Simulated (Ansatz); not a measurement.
CdSe:
```cif
data_Cd4Se4
_chemical_formula_sum 'Se4 Cd4'
_space_group_name_H-M_alt 'F-43m'
_space_group_IT_number 216
_space_group_name_Hall 'F -4 2 3'
_cell_length_a 6.13330
_cell_length_b 6.13330
_cell_length_c 6.13330
_cell_angle_alpha 90.000
_cell_angle_beta 90.000
_cell_angle_gamma 90.000
loop_
_atom_site_label
_atom_site_type_symbol
_atom_site_symmetry_multiplicity
_atom_site_Wyckoff_symbol
_atom_site_fract_x
_atom_site_fract_y
_atom_site_fract_z
_atom_site_occupancy
Se1 Se 4 c 0.25000 0.25000 0.25000 1
Cd1 Cd 4 a 0.00000 0.00000 0.00000 1
```
(The calculation used a cell of 2 atoms; values per cell refer to that cell.)

Relaxed with r²SCAN.

**Question.** Which orbitals make up the states near the band edges in r²SCAN (plane waves, PAW; program Ansatz)?

**Answer.** Top 1 eV of the valence band: Se 4p 91 %. Bottom 1 eV of the conduction band: Cd 5s 59 %, Se 4p 21 %, Se 4s 17 %. Projections are on Löwdin-orthogonalised atomic valence shells; empty p or d shells of many metals are not among them.

**Question.** Tabulate the density of states.

**Answer.** States/eV per cell of 2 atoms, in 0.25 eV bins, energy from the valence-band maximum.

```csv
E (eV),total,Cd 4d,Se 4p,Cd 5s
-7.85,21.46,20.99,0.39,0.04
-7.60,5.04,4.84,0.05,0.04
-7.35,3.91,3.58,0.03,0.03
-7.10,0.00,0.00,0.00,0.00
-6.85,0.00,0.00,0.00,0.00
-6.60,0.00,0.00,0.00,0.00
-6.35,0.00,0.00,0.00,0.00
-6.10,0.00,0.00,0.00,0.00
-5.85,0.00,0.00,0.00,0.00
-5.60,0.00,0.00,0.00,0.00
-5.35,0.00,0.00,0.00,0.00
-5.10,0.00,0.00,0.00,0.00
-4.85,0.00,0.00,0.00,0.00
-4.60,0.00,0.00,0.00,0.00
-4.35,0.00,0.00,0.00,0.00
-4.10,0.69,0.01,0.49,0.17
-3.85,3.49,0.07,2.24,1.10
-3.60,1.20,0.04,0.77,0.33
-3.35,0.71,0.03,0.45,0.18
-3.10,0.48,0.03,0.30,0.11
-2.85,0.37,0.02,0.24,0.08
-2.60,0.27,0.02,0.17,0.06
-2.35,1.33,0.05,1.16,0.06
-2.10,1.71,0.06,1.50,0.06
-1.85,1.98,0.07,1.76,0.05
-1.60,2.34,0.09,2.11,0.04
-1.35,2.30,0.09,2.08,0.03
-1.10,2.27,0.10,2.06,0.02
-0.85,2.30,0.11,2.10,0.02
-0.60,1.44,0.07,1.32,0.01
-0.35,0.82,0.05,0.75,0.00
-0.10,0.28,0.02,0.26,0.00
0.15,0.00,0.00,0.00,0.00
0.40,0.00,0.00,0.00,0.00
0.65,0.00,0.00,0.00,0.00
0.90,0.00,0.00,0.00,0.00
1.15,0.00,0.00,0.00,0.00
1.40,0.01,0.00,0.00,0.01
1.65,0.02,0.00,0.01,0.01
1.90,0.04,0.00,0.01,0.02
2.15,0.06,0.00,0.02,0.04
2.40,0.10,0.00,0.03,0.06
2.65,0.16,0.00,0.04,0.09
2.90,0.34,0.00,0.08,0.19
3.15,0.59,0.00,0.14,0.32
3.40,0.63,0.00,0.15,0.34
3.65,0.84,0.00,0.19,0.39
3.90,1.35,0.00,0.25,0.51
4.15,1.70,0.00,0.32,0.61
4.40,1.49,0.00,0.32,0.56
4.65,0.99,0.00,0.21,0.33
4.90,0.92,0.00,0.18,0.27
5.15,0.74,0.00,0.12,0.16
5.40,0.85,0.00,0.10,0.13
5.65,1.51,0.00,0.14,0.17
5.90,1.69,0.00,0.11,0.11
```

The r²SCAN relaxation kept the symmetry of its start. Spin–orbit coupling is left out wherever it is not named.

Potentials: the later of the program's two PAW sets.
